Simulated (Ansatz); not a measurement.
**Pressure against volume: NbRu3**

```
CELL_PARAMETERS angstrom
3.88000 0.00000 0.00000
0.00000 3.88000 0.00000
0.00000 0.00000 3.88000
ATOMIC_POSITIONS crystal
Nb 0.00000 0.00000 0.00000
Ru 0.00000 0.50000 0.50000
Ru 0.50000 0.00000 0.50000
Ru 0.50000 0.50000 0.00000
```

The geometry is COD entry 2310239, unchecked; take it as a test cell.

Spin polarisation is left out, and whether a magnetic state lies lower isn't shown here.

Methods: DFT, LDA, all-electron LAPW, scalar-relativistic (Ansatz 0.2.0); DFT, LDA, PAW with Ansatz's default frozen-core files, scalar-relativistic (Ansatz 0.2.0).

For LAPW: a Γ-centred 9×9×9 k mesh, Fermi–Dirac smearing of 0.05 eV, basis error target 1 meV/atom, no spin polarisation. PAW takes a cutoff of 420 eV at this cell (files made with PBE, cores remade for this functional). The Ansatz runs share mesh, smearing and spin set-up. Plane-wave (PAW) pressures include the program's estimate of the Pulay term.

The cell above is scaled evenly, with fractional coordinates and shape held.

(1) Estimate the equilibrium volume and bulk modulus that all-electron LAPW gives for this fixed shape.

Answers

(1) V0 = 14.03 Å³/atom, B0 = 310 GPa, B0′ = 4.5, from a third-order Birch–Murnaghan fit to these pressures:
```json
{"V/V(cell)": "0.9400", "V (Å³/atom)": "13.727", "P, LAPW (GPa)": "7.04", "P, PAW (GPa)": "6.92"}
{"V/V(cell)": "0.9600", "V (Å³/atom)": "14.019", "P, LAPW (GPa)": "0.19", "P, PAW (GPa)": "0.08"}
{"V/V(cell)": "0.9800", "V (Å³/atom)": "14.311", "P, LAPW (GPa)": "-5.93", "P, PAW (GPa)": "-6.02"}
{"V/V(cell)": "0.9900", "V (Å³/atom)": "14.457", "P, LAPW (GPa)": "-8.74", "P, PAW (GPa)": "-8.83"}
{"V/V(cell)": "1.0000", "V (Å³/atom)": "14.603", "P, LAPW (GPa)": "-11.39", "P, PAW (GPa)": "-11.47"}
{"V/V(cell)": "1.0100", "V (Å³/atom)": "14.749", "P, LAPW (GPa)": "-13.89", "P, PAW (GPa)": "-13.97"}
{"V/V(cell)": "1.0200", "V (Å³/atom)": "14.895", "P, LAPW (GPa)": "-16.26", "P, PAW (GPa)": "-16.33"}
{"V/V(cell)": "1.0400", "V (Å³/atom)": "15.187", "P, LAPW (GPa)": "-20.59", "P, PAW (GPa)": "-20.65"}
{"V/V(cell)": "1.0600", "V (Å³/atom)": "15.479", "P, LAPW (GPa)": "-24.45", "P, PAW (GPa)": "-24.50"}
```
